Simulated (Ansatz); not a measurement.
InP:
```xyz
8
Lattice="7.2029 0.0000 0.0000 0.0000 7.2029 0.0000 0.0000 0.0000 4.1871" Properties=species:S:1:pos:R:3 pbc="T T T"
In     2.3217     4.8811     0.0000
In     4.8811     2.3217     0.0000
In     5.9232     5.9232     2.0935
In     1.2797     1.2797     2.0935
P      2.2929     2.2929     0.0000
P      4.9099     4.9099     0.0000
P      1.3085     5.8944     2.0935
P      5.8944     1.3085     2.0935
```

Relaxed with r²SCAN. Special points in fractions of this cell's reciprocal vectors: Γ (0.000, 0.000, 0.000); X (0.000, 0.500, 0.000); M (0.500, 0.500, 0.000); Z (0.000, 0.000, 0.500); R (0.000, 0.500, 0.500); A (0.500, 0.500, 0.500).

Q: List the band energies nearest the valence-band maximum at these points for plane-wave PAW r²SCAN (Ansatz code).

A: In eV from the valence-band maximum; about four levels below and three above (degenerate sets whole), none deeper than 8.9 eV; points with the same levels are listed once.

```tsv
k	below	above
Γ	-0.22 -0.08 0.00 0.00	1.16 1.91 2.19 2.19
X	-0.77 -0.77 -0.57 -0.57	2.38 2.38 2.56 2.56
M	-1.14 -1.14 -1.06 -1.06	2.44 2.44 2.87 2.87
Z	-1.82 -1.82 -1.74 -1.74	2.96 2.96 3.99 3.99
R	-1.64 -1.64 -1.01 -1.01	2.43 2.43 3.18 3.18
A	-1.40 -1.40 -1.36 -1.36	1.63 1.63 2.80 2.80
```

Space group P4_2/mnm. The start of the workflow was typed in or built on a structure type; neither database checked (COD, Materials Project) lists it. It is not the phase usual at ambient conditions (space group No. 216). Symmetry was held in the r²SCAN relaxation; its stability against distortions is not shown here. The volume moved by 22 % from the start of the relaxation. Scalar-relativistic: spin–orbit coupling is off unless named, which matters more the heavier the elements.

Potentials: the earlier of the program's two PAW sets.
